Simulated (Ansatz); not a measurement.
# Two inputs for ZnS with an S vacancy

This input was run with Ansatz:

```yaml
crystal:
  lattice:
    - [7.622, 0.0, 0.0]
    - [-3.811, 6.6008456276, 0.0]
    - [0.0, 0.0, 12.468]
  atoms:
    - { symbol: Zn, position: [0.1666666666, 0.3333333334, 0.0] }
    - { symbol: Zn, position: [0.1666666666, 0.3333333334, 0.5] }
    - { symbol: Zn, position: [0.1666666666, 0.8333333334, 0.0] }
    - { symbol: Zn, position: [0.1666666666, 0.8333333334, 0.5] }
    - { symbol: Zn, position: [0.6666666666, 0.3333333334, 0.0] }
    - { symbol: Zn, position: [0.6666666666, 0.3333333334, 0.5] }
    - { symbol: Zn, position: [0.6666666666, 0.8333333334, 0.0] }
    - { symbol: Zn, position: [0.6666666666, 0.8333333334, 0.5] }
    - { symbol: Zn, position: [0.3333333334, 0.1666666666, 0.25] }
    - { symbol: Zn, position: [0.3333333334, 0.1666666666, 0.75] }
    - { symbol: Zn, position: [0.3333333334, 0.6666666666, 0.25] }
    - { symbol: Zn, position: [0.3333333334, 0.6666666666, 0.75] }
    - { symbol: Zn, position: [0.8333333334, 0.1666666666, 0.25] }
    - { symbol: Zn, position: [0.8333333334, 0.1666666666, 0.75] }
    - { symbol: Zn, position: [0.8333333334, 0.6666666666, 0.25] }
    - { symbol: Zn, position: [0.8333333334, 0.6666666666, 0.75] }
    - { symbol: S, position: [0.1666666666, 0.3333333334, 0.6925] }
    - { symbol: S, position: [0.1666666666, 0.8333333334, 0.1925] }
    - { symbol: S, position: [0.1666666666, 0.8333333334, 0.6925] }
    - { symbol: S, position: [0.6666666666, 0.3333333334, 0.1925] }
    - { symbol: S, position: [0.6666666666, 0.3333333334, 0.6925] }
    - { symbol: S, position: [0.6666666666, 0.8333333334, 0.1925] }
    - { symbol: S, position: [0.6666666666, 0.8333333334, 0.6925] }
    - { symbol: S, position: [0.3333333334, 0.1666666666, 0.4425] }
    - { symbol: S, position: [0.3333333334, 0.1666666666, 0.9425] }
    - { symbol: S, position: [0.3333333334, 0.6666666666, 0.4425] }
    - { symbol: S, position: [0.3333333334, 0.6666666666, 0.9425] }
    - { symbol: S, position: [0.8333333334, 0.1666666666, 0.4425] }
    - { symbol: S, position: [0.8333333334, 0.1666666666, 0.9425] }
    - { symbol: S, position: [0.8333333334, 0.6666666666, 0.4425] }
    - { symbol: S, position: [0.8333333334, 0.6666666666, 0.9425] }
total_charge: 2
kpoints:
  mp_grid: { grid: [3, 3, 2] }
scf:
  occupations: { method: methfessel_paxton, width: 0.01 }
hamiltonian:
  xc: pbe
  pseudopotentials: { kind: paw }
output:
  forces: true
  stress: true
  populations: true
  efg:
    quadrupole_moments_barn: { Zn: 0.122, S: -0.0694 }
    contact_densities: true
basis:
  ecutrho_ratio: 8
```

It converged. Of its output the block on the nuclei alone is shown, without the SCF iterations, energies, forces and stress (one atom of each set, the first 14 sets):

```
--- PAW observables at the nuclei: V_zz in 10²¹ V/m², potentials from the cell's mean, atoms counted from 1 ---
  atom   1  Zn V_zz =   +13.005491   η = 0.0000   by run symmetry: allowed   C_q = +38.3655 MHz
            electrostatic potential = -3940.837726 V   contact ρ = 166608.238166 e/Å³
  atom   2  Zn V_zz =    +1.319666   η = 0.0000   by run symmetry: allowed   C_q = +3.8929 MHz
            electrostatic potential = -3941.483976 V   contact ρ = 166602.871056 e/Å³
  atom   3  Zn V_zz =    +2.474548   η = 0.2412   by run symmetry: allowed   C_q = +7.2998 MHz
            electrostatic potential = -3941.461160 V   contact ρ = 166603.316275 e/Å³
  atom   4  Zn V_zz =    +1.425316   η = 0.5257   by run symmetry: allowed   C_q = +4.2046 MHz
            electrostatic potential = -3941.482645 V   contact ρ = 166603.340803 e/Å³
  atom   9  Zn V_zz =   +11.483831   η = 0.0803   by run symmetry: allowed   C_q = +33.8767 MHz
            electrostatic potential = -3940.538490 V   contact ρ = 166607.323544 e/Å³
  atom  10  Zn V_zz =    +2.861306   η = 0.0524   by run symmetry: allowed   C_q = +8.4407 MHz
            electrostatic potential = -3941.572535 V   contact ρ = 166603.660175 e/Å³
  atom  15  Zn V_zz =    +0.624596   η = 0.0000   by run symmetry: allowed   C_q = +1.8425 MHz
            electrostatic potential = -3941.272420 V   contact ρ = 166602.870900 e/Å³
  atom  16  Zn V_zz =    +1.626464   η = 0.0000   by run symmetry: allowed   C_q = +4.7980 MHz
            electrostatic potential = -3941.650874 V   contact ρ = 166603.378465 e/Å³
  atom  17  S  V_zz =    -0.610675   η = 0.0000   by run symmetry: allowed   C_q = +1.0248 MHz
            electrostatic potential = -1632.988247 V   contact ρ = 19765.175743 e/Å³
  atom  18  S  V_zz =    +6.747272   η = 0.3448   by run symmetry: allowed   C_q = -11.3225 MHz
            electrostatic potential = -1632.289038 V   contact ρ = 19765.829193 e/Å³
  atom  19  S  V_zz =    -0.131330   η = 0.3102   by run symmetry: allowed   C_q = +0.2204 MHz
            electrostatic potential = -1632.902357 V   contact ρ = 19765.423287 e/Å³
  atom  24  S  V_zz =    +4.516690   η = 0.0429   by run symmetry: allowed   C_q = -7.5794 MHz
            electrostatic potential = -1632.560606 V   contact ρ = 19765.756491 e/Å³
  atom  25  S  V_zz =    +3.972596   η = 0.1422   by run symmetry: allowed   C_q = -6.6664 MHz
            electrostatic potential = -1632.623461 V   contact ρ = 19765.692417 e/Å³
  atom  30  S  V_zz =    -0.309565   η = 0.0000   by run symmetry: allowed   C_q = +0.5195 MHz
            electrostatic potential = -1632.939979 V   contact ρ = 19764.999241 e/Å³
```

**Question.** Can these gradients be trusted, and how do they compare with a run on standard settings?

**Answer.** They agree with the standard run. Against the standard input the change is `basis.ecutrho_ratio`: not typed → 8; `scf.occupations.method`: fermi_dirac → methfessel_paxton. A site carries the number of its first atom; V_zz in 10²¹ V/m².

| site | atom | V_zz standard | η standard | V_zz here | η here |
| --- | --- | --- | --- | --- | --- |
| Zn1 | 1 | 13.00 | 0.00 | 13.01 | 0.00 |
| Zn4 | 4 | 1.43 | 0.53 | 1.43 | 0.53 |
| Zn9 | 9 | 11.48 | 0.08 | 11.48 | 0.08 |
| Zn10 | 10 | 2.85 | 0.05 | 2.86 | 0.05 |
| Zn16 | 16 | 1.62 | 0.00 | 1.63 | 0.00 |
| S17 | 17 | -0.63 | 0.00 | -0.61 | 0.00 |
| S18 | 18 | 6.75 | 0.34 | 6.75 | 0.34 |
| S19 | 19 | -0.13 | 0.00 | -0.13 | 0.31 |
| S24 | 24 | 4.52 | 0.05 | 4.52 | 0.04 |
| S25 | 25 | 3.98 | 0.14 | 3.97 | 0.14 |
| S30 | 30 | -0.30 | 0.00 | -0.31 | 0.00 |
| S31 | 31 | -0.89 | 0.00 | -0.90 | 0.00 |

No V_zz moves by more than 0.03. Where |V_zz| stays above 0.1, η moves most on S19, from 0.00 to 0.31. The table leaves out 3 of the 15 sites, with |V_zz| up to 2.48; their tensors move by 0.01 at most along any direction. The statements above cover all sites. SCF iterations: 15 and 14.

On the reference run: The run isn't spin-polarised, and a state with spin may lie lower. The defect repeats with the cell of 31 atoms, so it feels its images: sites between two images don't show the values beside a lone defect, and zeros or small values of η there can come from the images' arrangement. S and Zn carry a gradient in the pure host already, so the values there aren't the defect's effect alone. A uniform background compensates the cell's charge. The defect cell has no gap above 0.1 eV on its mesh, so the values can hang on the smearing and the k-mesh. The neighbours have not yet relaxed around the defect (largest force 1.4 eV/Å), so a real crystal will differ.
